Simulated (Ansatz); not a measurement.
Al:
```
CELL_PARAMETERS angstrom
      5.18451     0.00000     0.00000
     -2.59225     4.48992     0.00000
      0.00000     0.00000     5.00309
ATOMIC_POSITIONS crystal
  Al 0.00000 0.00000 0.25383
  Al 0.00000 0.00000 0.74617
  Al 0.33333 0.66667 0.50000
  Al 0.66667 0.33333 0.50000
  Al 0.00000 0.50000 0.00000
  Al 0.50000 0.00000 0.00000
  Al 0.50000 0.50000 0.00000
```

Relaxed with r²SCAN. Special points in fractions of this cell's reciprocal vectors: Γ (0.000, 0.000, 0.000); M (0.500, 0.000, 0.000); K (0.333, 0.333, 0.000); A (0.000, 0.000, 0.500); L (0.500, 0.000, 0.500); H (0.333, 0.333, 0.500).

Task: List the band energies nearest the Fermi level at these points for DFT-r²SCAN in the program Ansatz with PAW potentials.

Result: In eV from the Fermi level; about four levels below and three above (degenerate sets whole), none deeper than 8.9 eV; points with the same levels are listed once.

```csv
k,below,above
Γ,-4.41 -4.41 -4.30 -3.75 -3.75,0.82 0.96 1.80 1.80
M,-3.44 -3.39 -0.43 -0.09,0.05 0.18 0.69
K,-2.40 -2.11 -2.11 -1.10,4.07 4.07 4.34 4.34
A,-2.19 -2.19 -1.86 -1.86 -1.86,2.08 2.11 7.94
L,-5.50 -4.90 -3.93 -3.89,1.26 1.75 2.23
H,-7.06 -7.06 -7.06 -1.50 -1.50 -0.03,0.59 0.63 0.63
```

Space group P6/mmm. The start of the workflow was typed in or built on a structure type; neither database checked (COD, Materials Project) lists it. It is not the phase usual at ambient conditions (space group No. 225). Symmetry was held in the r²SCAN relaxation. At this level the phase is mechanically unstable.

Potentials: the later of the program's two PAW sets.
